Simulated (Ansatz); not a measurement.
A relaxed cell of ZnCu₂SnSe₄ (I-4 (No. 82)), relaxed on a k-mesh at least as fine as the one used below. Level of theory: r2SCAN (plane waves to 500 eV, PAW, scalar-relativistic; Ansatz, a program for electronic structure). Γ-centred k-mesh 5×5×6 on the run's cell (coarser than for final values), Fermi–Dirac smearing 0.05 eV.

```yaml
crystal:
  lattice:
    - [-2.85004, 2.85004, 5.68975]
    - [2.85004, -2.85004, 5.68975]
    - [2.85004, 2.85004, -5.68975]
  atoms:
    - { symbol: Cu, position: [0.00000, 0.00000, 0.00000] }
    - { symbol: Cu, position: [0.75000, 0.25000, 0.50000] }
    - { symbol: Zn, position: [0.25000, 0.75000, 0.50000] }
    - { symbol: Sn, position: [0.50000, 0.50000, 0.00000] }
    - { symbol: Se, position: [0.63690, 0.62914, 0.52589] }
    - { symbol: Se, position: [0.10325, 0.11101, 0.47411] }
    - { symbol: Se, position: [0.37086, 0.89675, 0.00776] }
    - { symbol: Se, position: [0.88899, 0.36310, 0.99224] }
```

The atoms are displaced by (Å):

| atom | ux | uy | uz |
|---|---|---|---|
| Cu1 | -0.052 | -0.077 | -0.009 |
| Cu2 | 0.115 | 0.094 | -0.104 |
| Zn3 | 0.004 | -0.030 | 0.037 |
| Sn4 | -0.025 | -0.037 | -0.047 |
| Se5 | 0.010 | 0.023 | -0.026 |
| Se6 | -0.079 | -0.031 | -0.050 |
| Se7 | 0.094 | -0.109 | -0.066 |
| Se8 | -0.027 | -0.003 | 0.148 |

Q: What forces (eV/Å) and pressure result?

A: 
```json
[
 {"atom": "Cu1", "Fx": "0.55", "Fy": "-0.22", "Fz": "-0.08"},
 {"atom": "Cu2", "Fx": "-1.31", "Fy": "-1.32", "Fz": "1.00"},
 {"atom": "Zn3", "Fx": "0.12", "Fy": "0.56", "Fz": "-0.30"},
 {"atom": "Sn4", "Fx": "0.15", "Fy": "0.01", "Fz": "0.54"},
 {"atom": "Se5", "Fx": "-0.34", "Fy": "-0.39", "Fz": "-0.04"},
 {"atom": "Se6", "Fx": "0.63", "Fy": "-0.39", "Fz": "0.44"},
 {"atom": "Se7", "Fx": "-0.93", "Fy": "0.88", "Fz": "0.53"},
 {"atom": "Se8", "Fx": "1.13", "Fy": "0.86", "Fz": "-2.09"}
]
```

Pressure +0.9 GPa.

Q: Estimate the energy cost of the displacement in the harmonic approximation and compare with the calculation.

A: For a harmonic well ΔE = −½ Σ F·u = 0.540 eV a cell, or 67 meV/atom. The calculated energy relative to the undisplaced cell is +0.06 eV/atom, so the harmonic estimate holds well.

No spin polarisation in the result.

The run that gave the undisplaced cell could not lose the symmetry of its start; a randomly shaken copy of 8 atoms returns to this structure.
